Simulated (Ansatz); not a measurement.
# Run record: phonons of FeNi3 (Pm-3m)

Computed with PBEsol, PAW on Ansatz 0.2.0's default frozen-core files (fitted under PBE), scalar-relativistic, spin-polarised; not a measurement.

Cell and atoms were relaxed beforehand by PAW with this functional.

Launched as:

```sh
ansatz run input.yaml --threads 2 --pin off --max-ram 8192MiB --backend cpu --events-out ev --progress --plain --runs-dir out
```

input.yaml:

```yaml
crystal:
  lattice:
    - [3.48884768829, 0.0, 0.0]
    - [0.0, 3.48884768829, 0.0]
    - [0.0, 0.0, 3.48884768829]
  atoms:
    - { symbol: Fe, position: [0.0, 0.0, 0.0], spin: 2.8 }
    - { symbol: Ni, position: [0.0, 0.5, 0.5], spin: 0.7 }
    - { symbol: Ni, position: [0.5, 0.0, 0.5], spin: 0.7 }
    - { symbol: Ni, position: [0.5, 0.5, 0.0], spin: 0.7 }
magnetization:
  spin_polarized: true
kpoints:
  mp_grid: { grid: [10, 10, 10] }
scf:
  occupations: { method: fermi_dirac, width: 0.1 }
hamiltonian:
  xc: pbesol
  pseudopotentials: { kind: paw }
phonons:
  supercell: [1, 1, 1]
```

The program printed:

```
Warning: RAYON_NUM_THREADS=2 ignored (pool sized by the plan → 2); use --threads N
Engine: ansatz 0.2.0, aarch64-unknown-linux-gnu
Pseudopotentials: kind: paw
Pseudopotential: Fe, paw, valence charge 16, recommended cutoff 420 eV (normal), Fe.paw.azcp
Pseudopotential: Ni, paw, valence charge 18, recommended cutoff 420 eV (normal), Ni.paw.azcp
Functional definition: PBEsol
  exchange = pbesol_x
  correlation = pbesol_c
Crystal: 4 atoms, lattice volume = 42.466 Å³
Basis set: ecut = 420 eV, 799 PW (Γ), exchange–correlation on 48×48×48 points (8 copies of the dense FFT grid, shifted against one another)
Bands: 45, of which v1, the nominal top of the filled ones, is band 35 counted from 1 (34 counted from 0)
Symmetry: 48 space group operations
Space group: Pm-3m (ITA 221), of the structure as read, at distance tolerance 3.5e-5 Å
Magnetic group: BNS 221.92 (UNI 1594), of the structure as read, at distance tolerance 3.5e-5 Å
k-points: 56 of 1000
Non-local potential: Fe, projectors of the file, l = 0: 3, l = 1: 2, l = 2: 3, l = 3: 1
Non-local potential: Ni, projectors of the file, l = 0: 3, l = 1: 2, l = 2: 3, l = 3: 1
PAW form: soft (Blöchl's): semilocal exchange-correlation on the pseudo side does not see the compensation charge
PAW frozen core: Fe, regenerated for the run's functional, and the local potential with it (the file was generated under x = pbe(κ = 0.804, μ = 0.2195149727645171), c = pbe(β = 0.06672455060314922))
PAW frozen core: Ni, regenerated for the run's functional, and the local potential with it (the file was generated under x = pbe(κ = 0.804, μ = 0.2195149727645171), c = pbe(β = 0.06672455060314922))
PAW one-centre angular grid: Fe, 590 points (default); XC on 64 Gauss nodes
PAW one-centre angular grid: Ni, 590 points (default); XC on 64 Gauss nodes
Initial density: superposition of atomic densities (chi_scale 0.1, normalization cell)
Starting moments: Σ|m| = 4.9 μB on 4 of 4 sites
Initial wavefunctions: pseudopotential atomic-orbital guess
[... 46 lines left out ...]
SCF iter  10: F=—  HF=-21864.149736 eV  |F-HF|=—  |Δ(HF+E_count)|=    0.00e0  Δρ=1.70e-7 (↑6.56e-8 ↓1.70e-7)  dr2=1.77e-11  dr2_m=1.14e-12  M=4.716 μB ∫|m|=5.128 μB  β_m=0.85  ethr=1.00e-12  ⟨swp⟩=5.0  Hψ=98261  notcnv=0
SCF iter  11: F=-21864.149736 eV  HF=-21864.149736 eV  |F-HF|=1.09e-11  |Δ(HF+E_count)|=  3.64e-12  Δρ=8.14e-8 (↑3.16e-8 ↓8.14e-8)  dr2=4.16e-12  dr2_m=2.54e-13  M=4.716 μB ∫|m|=5.128 μB  ethr=1.00e-12  ⟨swp⟩=3.1  Hψ=91588  notcnv=0
SCF 4 converged in 11 iterations: F = -21864.149736 eV  dr2 = 4.16e-12
SCF converged after 5 iterations
Magnetization: 4.7161 μB (37.3581 up, 32.6419 down)
Absolute magnetization: 5.1307 μB (∫|ρ↑−ρ↓|, with the PAW one-centre terms)
Spin contamination: 0.0902 ħ² per cell (⟨S²⟩ above its minimum at these occupations)
Per-site moments (μB) at R_I (Å): [(2.8199263383088446, 1.0176324918032085), (0.6715045509528664, 1.0176324918032085), (0.6715045509528672, 1.0176324918032085), (0.6715045509528669, 1.0176324918032085)]
Free energy (F): -21864.149766 eV
Harris-Foulkes:  -21864.149766 eV  (|F-HF|=7.28e-12)
Internal energy: -21864.048826 eV  (E = F + TS)
E sigma→0 (E₀):  -21864.099296 eV
Entropy (-TS):   -0.100940 eV (-25.235 meV/atom)
Fermi energy:    19.174165 eV
--- Per-component energies (eV) ---
  E_band       = -1018.170939
  E_kinetic    = 1199.236435
  E_local      = -12195.092320  (includes V_loc(G=0)·N_el)
  E_nonlocal   = 2127.818454
  E_hartree    = 5097.114794
  E_xc         = -371.925556
  E_vxc        = -481.237346  (∫ρ·V_xc dr)
  E_paw        = -6117.515350  (= ΣΔE_a)
  E_vpaw       = -1863.128153  (= ΣTr[D̂ρ^β])
  E_aug_tail   = 0.002625  (compensation charges beyond the density's cutoff)
  E_ewald      = -11604.458978
  E_core_change = 0.771068  (= ΣΔE_core)
  E_smearing   = -0.100940  (= −TS)
  E_closure    = -0.000000  (closes the sum)
  Σ components = -21864.149766   (vs F -21864.149766, Δ=0.00e0)
--- Forces (eV/Å), atoms counted from 1 ---
  atom   1  Fe    -0.00000000    -0.00000000    -0.00000000
  atom   2  Ni     0.00000000    -0.00000000    -0.00000000
  atom   3  Ni     0.00000000    -0.00000000     0.00000000
  atom   4  Ni     0.00000000     0.00000000     0.00000000
  max |Σ_I F_I| component: 2.14e-28 eV/Å
--- Phonons: 2 displaced members + reference (amplitude 0.0025 Å, Σ member SCF iterations 21) ---
  symmetry images taken by strict's conditions (phonons.symmetry_images: auto; settled by no image being taken that strict refuses)
  ASR residual: 4.311e-5 → 0.000e0 eV/Å²; symmetrization residual: 4.911e-5 eV/Å²
  largest component of a force at the reference: 9.0e-29 eV/Å
  ASR residual per site (eV/Å²): 4.31e-5 9.50e-6 9.50e-6 9.50e-6
  Γ frequencies (cm⁻¹): 0.00 0.00 0.00 211.19 211.19 211.19 215.51 215.51 215.51 287.64 287.64 287.64
  density of states and harmonic sums: on the 18×18×18 q-mesh, interpolated from the force constants of a 1×1×1 supercell (no non-analytic term)
  largest difference from the sums on the solved wave vectors: F 4.51e-1 eV, S 7.09e-4 and C_V 2.58e-4 eV/K
```

The run converged.

Zone-centre phonons:

Harmonic phonons of a crystal by Kohn-Sham DFT at the given cell, standard atomic masses, acoustic sum rule imposed; negative wavenumbers are unstable modes; optical zone-centre levels upwards with Mulliken labels, activity, and the element with most of the kinetic energy.

```
Point group : m-3m
```

```tsv
number	phonon wavenumber (cm⁻¹)	label	infrared	raman	lead element
1	211.2	T2u	no	no	Ni
2	215.5	T1u	yes	no	Fe
3	287.6	T1u	yes	no	Ni
```

Known limits: frozen-core PAW files fitted under PBE, their cores solved anew for the functional of the run; a lower magnetic state may exist; responses of metals move with mesh and smearing; zone-boundary modes aren't tested; activity by symmetry alone, a metal screens infrared modes.

Time and hardware: 110 s on 2 threads of Arm Neoverse V2 (shared host), peak memory 1 GiB.
